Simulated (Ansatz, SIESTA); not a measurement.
**CS2: the functional in 2 programs**

```cif
data_structure
_symmetry_space_group_name_H-M 'Cmce'
_symmetry_Int_Tables_number 64
_cell_length_a 7.2916
_cell_length_b 5.9886
_cell_length_c 9.8513
_cell_angle_alpha 90.000
_cell_angle_beta 90.000
_cell_angle_gamma 90.000
_cell_volume 430.17
loop_
_atom_site_label
_atom_site_type_symbol
_atom_site_symmetry_multiplicity
_atom_site_Wyckoff_symbol
_atom_site_fract_x
_atom_site_fract_y
_atom_site_fract_z
_atom_site_occupancy
S1 S 8 f 0.50000 0.31848 0.88687 1
C1 C 4 a 0.50000 0.00000 0.50000 1
```

The cell comes from a database or a generator and needn't be the stable form of this composition.

Kept alike: task band structure; k mesh 6 × 6 × 3; occupations fermi-dirac, width 0.05 eV; no spin polarisation. The mesh is that of the run's cell of 6 atoms. No spin-orbit coupling.

- A: Ansatz, Ansatz PAW, made for PBE, cutoff 420 eV
- B: SIESTA; files PseudoDojo sr-lda-0.4.1-standard, DZP (energy shift 0.003 Ry) (LDA); files PseudoDojo sr-pbe-0.4.1-standard, DZP (energy shift 0.003 Ry) (PBE); files PseudoDojo sr-pbesol-0.4.1-standard, DZP (energy shift 0.003 Ry) (PBEsol), atomic orbitals

| functional | A: pressure (GPa) | B: pressure (GPa) |
| --- | --- | --- |
| LDA | -1.13 | 0.50 |
| PBE | 0.44 | 2.01 |
| PBEsol | -0.05 | 1.63 |

Pressure is positive in compression; plane-wave values hold the error of the finite cutoff, which Ansatz corrects. Values on potentials made for another functional: A at LDA, PBEsol.

**Question.** How large is the effect of the functional, and do the programs agree on it?

**Answer.** From LDA to PBE the pressure moves by +1.57 in A, +1.51 in B (GPa). Row by row the programs differ by 1.57 to 1.68, and over this span the shifts, as printed, agree within about 4 %. Shifts from LDA: PBE +1.57, +1.51; PBEsol +1.08, +1.13; the programs' shifts differ by up to 0.06.
